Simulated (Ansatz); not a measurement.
Cu (fcc, Cu type)

```
CELL_PARAMETERS angstrom
      3.62968     0.00000     0.00000
      0.00000     3.62968     0.00000
      0.00000     0.00000     3.62968
ATOMIC_POSITIONS crystal
  Cu 0.00000 0.00000 0.00000
  Cu 0.50000 0.50000 0.00000
  Cu 0.50000 0.00000 0.50000
  Cu 0.00000 0.50000 0.50000
```

In this cell atom 4 (Cu, nearest neighbour Cu at 2.567 Å; its periodic images, 3.6 Å or more away, move with it) is moved by s along Cartesian x, unit vector (1.000, 0.000, 0.000); all other atoms and the cell stay fixed.

Calculation: PBE (plane waves to 420 eV, PAW, scalar-relativistic; Ansatz, a program for electronic structure). k mesh 10×10×10 (Γ-centred), Fermi-Dirac smearing 0.05 eV. Energies are smeared free energies. Stress and pressure are positive under compression. With partly filled bands, energies and forces of such displacements shift with the k mesh and the smearing. Cu is run without spin polarisation. Cu was relaxed with its symmetry unable to fall. The zero of ΔE is the undisplaced structure.

**Question.** Estimate the ΔE (eV/cell) and P (GPa) for s (Å) = -0.260, -0.208, -0.156, -0.104, -0.052, 0.052.

**Answer.** 
| s (Å) | ΔE (eV/cell) | P (GPa) |
|---|---|---|
| -0.260 | 0.230 | 2.7 |
| -0.208 | 0.146 | 1.7 |
| -0.156 | 0.082 | 0.9 |
| -0.104 | 0.036 | 0.4 |
| -0.052 | 0.009 | 0.1 |
| 0.052 | 0.009 | 0.1 |

(For displaced atoms, the force is minus the slope of the energy, and its curvature is a force constant, which sets phonon frequencies.)
